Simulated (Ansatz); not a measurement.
ScAu (CsCl type, Pm-3m), DFT-PBEsol in the program Ansatz with PAW potentials, all energies at zero smearing, with the estimated change up to a 700 eV cutoff added, with one set of potentials and settings (totals compare only within such a set). Cell of 2 atoms (1 Sc, 1 Au): -15120.126 eV.

```tsv
element	reference phase	E (eV/atom)
Sc	P6_3/mmc, 2 atoms in the cell	-2111.3699
Au	Fm-3m, 1 atoms in the cell	-13007.0999
```

Formation energy per atom, worked out: (-15120.126 − 1×(-2111.3699) − 1×(-13007.0999))/2 = -0.828 eV/atom (-80 kJ per mol of atoms), at 0 K, without zero-point energy or fitted corrections.

The workflow started from a Materials Project entry (that database holds measured and hypothetical structures alike); the Crystallography Open Database files this formula in space group No. 221, but the cells were not matched. Whether it is the stable phase at ambient conditions was not checked. The PBEsol relaxation kept the symmetry of its start; of distortions, only those at the zone centre were tested. The run is not spin-polarised. The references are the lowest solids computed at this level, not always the standard phases. Scalar-relativistic: spin–orbit coupling is off unless named, which matters more the heavier the elements.

Potentials: the later of the program's two PAW sets.
